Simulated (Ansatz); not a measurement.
Ag: vibrational free energy, entropy and heat capacity at 0.98 times its equilibrium volume

The calculation used DFT LDA, scalar-relativistic, plane waves, PAW (Ansatz). Settings: 420 eV plane-wave cutoff, Γ-centred 20×20×20 mesh, Fermi-Dirac smearing of 0.15 eV. No spin polarisation. Phonons by linear response, acoustic sum rule imposed.

The cell, relaxed in shape and atoms at 0.98 times its equilibrium volume:
```cif
data_structure
_symmetry_space_group_name_H-M 'Fm-3m'
_symmetry_Int_Tables_number 225
_cell_length_a 3.9746
_cell_length_b 3.9746
_cell_length_c 3.9746
_cell_angle_alpha 90.000
_cell_angle_beta 90.000
_cell_angle_gamma 90.000
_cell_volume 62.79
loop_
_atom_site_label
_atom_site_type_symbol
_atom_site_symmetry_multiplicity
_atom_site_Wyckoff_symbol
_atom_site_fract_x
_atom_site_fract_y
_atom_site_fract_z
_atom_site_occupancy
Ag1 Ag 4 a 0.00000 0.00000 0.00000 1
```

In a metal, frequencies and elastic constants depend on the k mesh and the smearing, soft modes and shear constants most. The q mesh is coarse, so values between its points are rough.

Force constants from linear response on a 2×2×2 q mesh, interpolated to a fine mesh.

Question: What is the zero-point energy per atom?

Answer: 23.8 meV.

Question: How large are the vibrational entropy and heat capacity at 300 K?

Answer: S = 4.68 k_B and C_V = 2.90 k_B per atom, 97 % of the Dulong–Petit value.

Question: Tabulate them against temperature.

Answer:
```tsv
T (K)	F_vib (meV/atom)	S (k_B/atom)	C_V (k_B/atom)
100	18.2	1.75	2.25
200	-5.2	3.53	2.78
300	-40.9	4.68	2.90
400	-85.0	5.53	2.94
500	-135.6	6.18	2.96
600	-191.3	6.73	2.97
700	-251.3	7.18	2.98
800	-314.9	7.58	2.99
900	-381.8	7.93	2.99
1000	-451.6	8.25	2.99
```

Cost: 1 run of about 3.3 core-minutes, on Intel Xeon Processor @ 2.50GHz (Skylake/Cascade Lake) (shared hosts).